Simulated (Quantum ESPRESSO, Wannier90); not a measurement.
# LiPt (P-6m2), plane waves to Wannier functions

```
begin unit_cell_cart
ang
    2.7462798935    0.0000000000    0.0000000000
   -1.3731399468    2.3783481537    0.0000000000
    0.0000000000    0.0000000000    4.1704700000
end unit_cell_cart
begin atoms_frac
Li   0.0000000000  0.0000000000  0.5000000000
Pt  -0.3333333333  0.3333333333  0.0000000000
end atoms_frac
```

Materials Project entry mp-11807; symmetrised, unrelaxed at this level. COD (Crystallography Open Database) has an entry of this formula and space group (matched by these alone). Level: PBEsol, no spin polarisation, no spin-orbit coupling; pw.x of Quantum ESPRESSO at 68 Ry with PseudoDojo potentials, 12×12×6 k-points, Wannier90. Density: 18×18×10 mesh, cold smearing 0.01 Ry. Spin-orbit coupling is left out although heavy elements are present.

A tight-binding model is made by disentanglement and projection with no localisation steps (num_iter = 0), so the 13 orbitals stay atom-like: hydrogen-like Li: s;p; Pt: s;p;d, axes along x, y, z; frozen window up to 1.50 eV relative to the Fermi level. It follows pw.x to 0.9 meV rms for states up to 1.0 eV relative to the Fermi level. Matrix elements depend on this choice of orbitals and windows.

What are the on-site energies relative to the Fermi level, and how fast do the hoppings decay?


```csv
atom,orbitals,energy (eV)
Li1,s,10.20
Li1,pz,11.62
Li1,px py,10.83
Pt2,s,4.28
Pt2,pz,12.23
Pt2,px py,12.80
Pt2,dz2,-2.34
Pt2,dxz dyz,-2.32
Pt2,dx2-y2 dxy,-2.52
```

```json
[
 {"distance of the centres (Å)": "2–3", "largest modulus (eV)": "3.2"},
 {"distance of the centres (Å)": "3–4", "largest modulus (eV)": "0.31"},
 {"distance of the centres (Å)": "4–5", "largest modulus (eV)": "0.65"},
 {"distance of the centres (Å)": "5–6", "largest modulus (eV)": "0.19"},
 {"distance of the centres (Å)": "6–7", "largest modulus (eV)": "0.055"},
 {"distance of the centres (Å)": "7–8", "largest modulus (eV)": "0.039"},
 {"distance of the centres (Å)": "8–9", "largest modulus (eV)": "0.031"},
 {"distance of the centres (Å)": "9–10", "largest modulus (eV)": "0.012"},
 {"distance of the centres (Å)": "10–11", "largest modulus (eV)": "0.0093"},
 {"distance of the centres (Å)": "11–12", "largest modulus (eV)": "0.0045"}
]
```
